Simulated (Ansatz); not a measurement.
KF (rock salt), relaxed and computed with several functionals in Ansatz (plane waves, PAW). Much of their spread follows the volume that each gives.

```tsv
functional	V (Å³/atom)	B₀ by P(V) fit (GPa)
r²SCAN	18.81	35.3
PBE	19.91	29.0
HSE06	19.36	?
LDA	17.20	43.7
```

Question: Fit a straight line to ln B₀ against ln V and predict the withheld value.

Answer: Least squares on the 3 shown rows: ln B₀ = -2.77 × ln V + (11.668), with a scatter of 1.8 %. For HSE06 this gives 31.8. The run itself gave 31.6, a miss of 0.6 % of that.

All cells were relaxed under the symmetry of their starts (and spin orders); stability against distortions was not tested throughout.

Potentials: the earlier of the program's two PAW sets. The files were generated under PBE; for other functionals the program regenerates the frozen cores, and for LDA and PBEsol the local potential too.

Ansatz (a quantum-chemistry and plane-wave program) is a plane-wave DFT program.
